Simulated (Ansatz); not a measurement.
Starting cell, GaN (wurtzite):

```
GaN
1.0
    3.21838     0.00000     0.00000
   -1.60919     2.78720     0.00000
    0.00000     0.00000     5.24320
Ga N
2 2
Cartesian
  1.60919   0.92907   0.00505
  0.00000   1.85813   2.62665
  1.60919   0.92907   3.27300
  0.00000   1.85813   0.65140
```

In each cell atom 3 (N, nearest neighbour Ga at 1.967 Å; its periodic images, 3.2 Å or more away, move with it) moves by s·(0.000, 0.000, 1.000) (along Cartesian z), the rest being held.

The numbers are results of PBE (plane waves to 420 eV, PAW, scalar-relativistic; Ansatz, a first-principles code), not measurements. k mesh 10×10×5 (Γ-centred), Fermi-Dirac smearing 0.05 eV. F∥ is the force on the atom along that direction. GaN was relaxed with its symmetry unable to fall. 

```
s (Å)   F∥ (eV/Å)
------  ---------
-0.390      3.279
-0.312      2.992
-0.234      2.562
-0.156      1.953
-0.078      1.118
0.000       0.000
0.078      -1.481
0.156      -3.439
0.234      -6.033
0.312      -9.489
0.390     -14.138
```

**Question.** What is the force constant k = d²E/ds² of this move at s = 0?

**Answer.** 16.5 eV/Å². The forces along the line at the two nearest points give (1.118 − (-1.481)) / (2·0.078) = 16.66 eV/Å²; the next pair corrects for the finite step.

(A displaced cell: forces are minus the slopes of the energy, force constants its curvatures, and phonons follow from these.)
